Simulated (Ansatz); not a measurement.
Here is the system:

MoS2:
```yaml
crystal:
  lattice:
    - [3.18505, 0.00000, 0.00000]
    - [-1.59252, 2.75833, 0.00000]
    - [0.00000, 0.00000, 14.80475]
  atoms:
    - { symbol: Mo, position: [0.33333, 0.66667, 0.25000] }
    - { symbol: Mo, position: [0.66667, 0.33333, 0.75000] }
    - { symbol: S, position: [0.33333, 0.66667, 0.64445] }
    - { symbol: S, position: [0.66667, 0.33333, 0.14445] }
    - { symbol: S, position: [0.66667, 0.33333, 0.35555] }
    - { symbol: S, position: [0.33333, 0.66667, 0.85555] }
```

This is the PBE-relaxed structure.

Task: All from plane-wave PAW PBE (Ansatz code), unless another level is named. Predict the band gap.

Result: 1.45 eV (indirect).

Task: Next, the valence-band maximum?

Result: at Γ.

Task: And the weight of the conduction-edge state by species (Voronoi cells)?

Result: Mo 83 %, S 17 %.

Space group P6_3/mmc. Symmetry was held in the PBE relaxation. The run is not spin-polarised. The volume lies over 15 % above that of the usual cell of this phase: another minimum, or an error of the functional. A crystal of weakly bound layers computed without a dispersion correction: the cell and the soft elastic constants depend strongly on that. Scalar-relativistic: spin–orbit coupling is off unless named, which matters more the heavier the elements.

Potentials: the later of the program's two PAW sets.
